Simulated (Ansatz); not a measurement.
Question: Name crystals whose computed values (r²SCAN+D4 (plane waves, PAW; program Ansatz)) fall in these windows: electron conductivity mass (mₑ) 0.31 to 0.37; gap (eV) 1.5 to 2.0.

Answer: 

```json
[
 {"crystal": "TlGeCl3, Cm (Tl on 2a, Ge on 2a, Cl on 4b, Cl on 2a)", "electron conductivity mass (mₑ)": "0.33", "gap (eV)": "1.79"},
 {"crystal": "SnO, Pmn2_1 (Sn on 2a, O on 2a)", "electron conductivity mass (mₑ)": "0.37", "gap (eV)": "1.71"}
]
```
Others may fit too.

Not the usual ambient phase: SnO, Pmn2_1 (Sn on 2a, O on 2a). Standing as an ambient phase not checked: TlGeCl3, Cm (Tl on 2a, Ge on 2a, Cl on 4b, Cl on 2a). All cells were relaxed under the symmetry of their starts (and spin orders); stability against distortions was not tested throughout. Spin–orbit coupling is left out wherever it is not named.

Potentials: the later of the program's two PAW sets.
